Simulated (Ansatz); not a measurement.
Structures of BeRe$_{2}$: which is lowest?

Plane-wave DFT in Ansatz with scalar-relativistic PAW potentials, cutoff 420 eV, Γ-centred meshes chosen by cell and gap, Gaussian smearing with energies taken to zero width. Every cell was relaxed (cell and atoms) in a run of its own, within the symmetry of its start. Functional: PBE.

Relaxed structures (starts from databases or built by putting these elements on another compound's sites):
A. Pnnm, 6 atoms in the computed cell, a = 4.754 Å, b = 5.362 Å, c = 3.048 Å; sites (symmetry × multiplicity) Be ..2/m × 2, Re ..m × 4; start: built
B. P4_2/mnm, 6 atoms in the computed cell, a = 5.196 Å, c = 2.963 Å; sites (symmetry × multiplicity) Be m.mm × 2, Re m.2m × 4; start: built

Problem. Rank them by energy. Could pressure change the order?

Solution.
| structure | group | E − E(lowest) (meV/atom) | V (Å³/atom) | gap on mesh (eV) |
| --- | --- | --- | --- | --- |
| A | Pnnm | 0.0 | 12.95 | 0.00 |
| B | P4_2/mnm | 294 | 13.34 | 0.00 |

A is lowest, 294 meV/atom under B. The lowest is also the densest of these, so pressure wouldn't bring one of the others in at first order. Other structures may lie lower than all of these, and vibrations aren't counted.

Spin-orbit coupling is left out, which matters for the bands of heavy elements.